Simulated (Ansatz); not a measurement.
One crystal and one scan (energy against volume) at two levels, PBE (plane waves to 420 eV, PAW, scalar-relativistic; Ansatz, a first-principles code) and r2SCAN (plane waves to 500 eV, PAW, scalar-relativistic; Ansatz), each from its own relaxed cell and on its own mesh. The cell shown is that of PBE.

FePt (CuAu type, space group P4/mmm)

```xyz
2
Lattice="2.7301 0.0000 0.0000 0.0000 2.7301 0.0000 0.0000 0.0000 3.7639" Properties=species:S:1:pos:R:3 pbc="T T T"
Fe     1.3650     1.3650     1.8819
Pt     0.0000     0.0000     0.0000
```

Equation-of-state scan: isotropic scaling of the cell above, V₀ being its volume. Symmetry pins the atoms to their sites.

E stands for the smeared free energy. FePt was relaxed with its symmetry unable to fall. Relaxed FePt ends ferromagnetic. Spin-orbit coupling is left out, though Pt is heavy. Other magnetic orders were not checked, so this need not be the ground state. (PBE) Relaxed FePt ends ferromagnetic. (r2SCAN) Relaxed FePt ends ferromagnetic. With the shape held, the modulus is that of even scaling; a crystal free to change shape is softer. Percentages come from the unrounded values. Both scans cover V/V₀ from 0.840 to 1.160.

Results of PBE:

| Item | Value |
|---|---|
| Lattice constant a (Å) | 2.730 |
| Lattice constant c (Å) | 3.764 |
| Relaxed volume (Å³/atom) | 14.03 |
| Magnetic moment of the relaxed cell (μB/cell) | 3.30 |
| Pressure at the smallest volume (GPa) | 53.7 |
| Energy cost of the largest compression (meV/atom) | 319 |
| Energy cost of the largest expansion (meV/atom) | 167 |
| Bulk modulus at fixed cell shape B₀ (third-order Birch-Murnaghan fit) (GPa) | 201.1 |
| Pressure for 5 % compression (fit) (GPa) | 11.7 |

Question: Estimate the r2SCAN values.

Answer: 
| quantity | r2SCAN | PBE − r2SCAN |
|---|---|---|
| Lattice constant a (Å) | 2.734 | -0.004 (-0.1 %) |
| Lattice constant c (Å) | 3.721 | +0.043 (+1.2 %) |
| Relaxed volume (Å³/atom) | 13.91 | +0.12 (+0.9 %) |
| Magnetic moment of the relaxed cell (μB/cell) | 3.56 | -0.26 (-7.2 %) |
| Pressure at the smallest volume (GPa) | 57.2 | -3.5 (-6.2 %) |
| Energy cost of the largest compression (meV/atom) | 338 | -19 (-5.5 %) |
| Energy cost of the largest expansion (meV/atom) | 180 | -13 (-7 %) |
| Bulk modulus at fixed cell shape B₀ (third-order Birch-Murnaghan fit) (GPa) | 216.1 | -15.0 (-6.9 %) |
| Pressure for 5 % compression (fit) (GPa) | 12.5 | -0.8 (-7 %) |

PBE gives the higher value for: lattice constant c; relaxed volume. PBE gives the lower value for: magnetic moment of the relaxed cell; pressure at the smallest volume; energy cost of the largest compression; energy cost of the largest expansion; bulk modulus at fixed cell shape B₀; pressure for 5 % compression. They agree on: lattice constant a (within 0.2 %). Neither level is exact: the differences show how much the result hangs on the functional.

(Under strain, the slope of the energy per volume gives the stress and its curvature an elastic modulus.)
